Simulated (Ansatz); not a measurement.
The start is a relaxed GaN cell deformed by the Cartesian strain tensor (xx, yy, zz, yz, xz, xy) = (-0.100, -0.003, -0.039, 0.018, 0.058, 0.090). The structure is fully relaxed (lattice and positions, P = 0) with r2SCAN (plane waves to 500 eV, PAW, scalar-relativistic; Ansatz, a quantum-chemistry and plane-wave program). The first steps use a coarse 10×10×9 k-mesh.

The start:
```
GaN
1.0
    0.33509     2.28381     2.20285
    2.15562     0.24514     2.29281
    2.22759     2.44574     0.17317
N Ga
1 1
Cartesian
  3.53873   3.73102   3.50162
  0.00000   0.00000   0.00000
```

- Volume change = +17.5 %, from 9.68 to 11.37 Å³/atom
- Relative to the parent = It relaxes back to the parent, F-43m (No. 216)
- Shortest distances (start → end) = The closest pairs of elements (up to four, under 3.6 Å), start → end: Ga–N 1.69 → 1.95 Å; N–N 2.73 → 3.18 Å; Ga–Ga 2.73 → 3.18 Å
- Optimiser moves = 8

The end point of the relaxation:

```cif
data_Ga4N4
_chemical_formula_sum 'N4 Ga4'
_space_group_name_H-M_alt 'F-43m'
_space_group_IT_number 216
_space_group_name_Hall 'F -4 2 3'
_cell_length_a 4.49787
_cell_length_b 4.49787
_cell_length_c 4.49787
_cell_angle_alpha 90.000
_cell_angle_beta 90.000
_cell_angle_gamma 90.000
loop_
_atom_site_label
_atom_site_type_symbol
_atom_site_symmetry_multiplicity
_atom_site_Wyckoff_symbol
_atom_site_fract_x
_atom_site_fract_y
_atom_site_fract_z
_atom_site_occupancy
N1 N 4 b 0.50000 0.50000 0.50000 1
Ga1 Ga 4 d 0.75000 0.75000 0.75000 1
```
(The calculation used a cell of 2 atoms; values per cell refer to that cell.)

Final values are on a 13×13×13 k-mesh of the relaxed cell. No spin polarisation in the result.
